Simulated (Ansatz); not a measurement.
CdSe: field gradients at two levels of theory

Cell: a COD entry, its atoms then relaxed with PBE in this cell.

```yaml
crystal:
  lattice:
    - [4.30000, 0.00000, 0.00000]
    - [-2.15000, 3.72391, 0.00000]
    - [0.00000, 0.00000, 7.02000]
  atoms:
    - { symbol: Cd, position: [0.33333, 0.66667, 0.00486] }
    - { symbol: Cd, position: [0.66667, 0.33333, 0.50486] }
    - { symbol: Se, position: [0.33333, 0.66667, 0.38014] }
    - { symbol: Se, position: [0.66667, 0.33333, 0.88014] }
```

Atoms are numbered from 1 in the order listed; like atoms form one site, named after its first atom.

First run. Level of theory: DFT, PBE, plane waves and PAW, scalar-relativistic, 420 eV cutoff, Γ-centred 8×8×4 k-points, Fermi–Dirac smearing 0.02 eV (Ansatz 0.2.0).

```
site  atom  V_zz (10²¹ V/m²)     η
  Cd     1             0.078  0.00
  Se     3              0.27  0.00
```

Second run. The same atoms and settings, except that the functional is r2SCAN and the cutoff is 500 eV.

Problem. Given the first result, estimate the second.

Solution. 

| site | atom | V_zz | η | change of V_zz |
| --- | --- | --- | --- | --- |
| Cd | 1 | 0.11 | 0.00 | +0.03 |
| Se | 3 | 0.29 | 0.00 | +0.02 |

No V_zz moves by more than 0.03.

Without spin–orbit coupling (the program notes it for Cd) the gradients can shift somewhat, as the gap is small.
For the first run: With a gap of 0.7 eV on this mesh, small gradients can still move by 0.1 × 10²¹ V/m² or more as the k-mesh gets denser.
